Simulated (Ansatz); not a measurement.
Response of Mg to small distortions

```
CELL_PARAMETERS angstrom
3.20927 0.00000 0.00000
-1.60464 2.77931 0.00000
0.00000 0.00000 5.21033
ATOMIC_POSITIONS crystal
Mg 0.33333 0.66667 0.25000
Mg 0.66667 0.33333 0.75000
```

Atoms are numbered in the order listed.

The cell is COD entry 9008506, as deposited and not checked against the literature; nothing was relaxed.

All numbers below come from DFT, PBEsol, all-electron LAPW, scalar-relativistic in Ansatz 0.2.0.

Settings: a Γ-centred 12×12×7 k mesh, Fermi–Dirac smearing of 0.08 eV, basis error target 0.5 meV/atom, no spin polarisation.

The unchanged cell is at -1.14 GPa.

In a metal, stresses and small energies carry noise from the k mesh.

x, y and z are the Cartesian axes of the cell as listed; fractional coordinates follow a strain, and an engineering shear is twice the off-diagonal strain component.

Problem. With this change (equal xy, yz and zx engineering shear strains of -3 %), what becomes of the energy and stress and forces?

Solution. Energy change +3 meV/atom; stress change (xx, yy, zz, yz, xz, xy) 0.06, 0.02, 0.20, 0.51, 0.54, 0.55 GPa, compression positive; change of the force on Mg1 (0.031, 0.001, 0.005) eV/Å.

Problem. With this change (equal xy, yz and zx engineering shear strains of -1 %), what becomes of the energy and stress?

Solution. Energy change under 1 meV/atom; stress change (xx, yy, zz, yz, xz, xy) 0.00, 0.00, 0.03, 0.18, 0.18, 0.16 GPa, compression positive.

With equal xy, yz and zx engineering shear strains of +2 %: energy change +1 meV/atom; stress change (xx, yy, zz, yz, xz, xy) -0.01, 0.01, 0.12, -0.35, -0.37, -0.32 GPa, compression positive; change of the force on Mg1 (-0.011, 0.000, 0.002) eV/Å.

Problem. With this change (equal xy, yz and zx engineering shear strains of -2 %), what becomes of the energy and stress and forces?

Solution. Energy change +1 meV/atom; stress change (xx, yy, zz, yz, xz, xy) 0.02, 0.00, 0.11, 0.35, 0.36, 0.33 GPa, compression positive; change of the force on Mg1 (0.019, 0.001, 0.002) eV/Å.

Problem. With this change (equal xy, yz and zx engineering shear strains of +1 %), what becomes of the energy and stress?

Solution. Energy change under 1 meV/atom; stress change (xx, yy, zz, yz, xz, xy) 0.00, 0.00, 0.04, -0.18, -0.18, -0.15 GPa, compression positive.

Problem. With this change (equal xy, yz and zx engineering shear strains of +3 %), what becomes of the energy and stress and forces?

Solution. Energy change +3 meV/atom; stress change (xx, yy, zz, yz, xz, xy) -0.04, 0.06, 0.23, -0.56, -0.61, -0.55 GPa, compression positive; change of the force on Mg1 (-0.015, 0.001, 0.005) eV/Å.
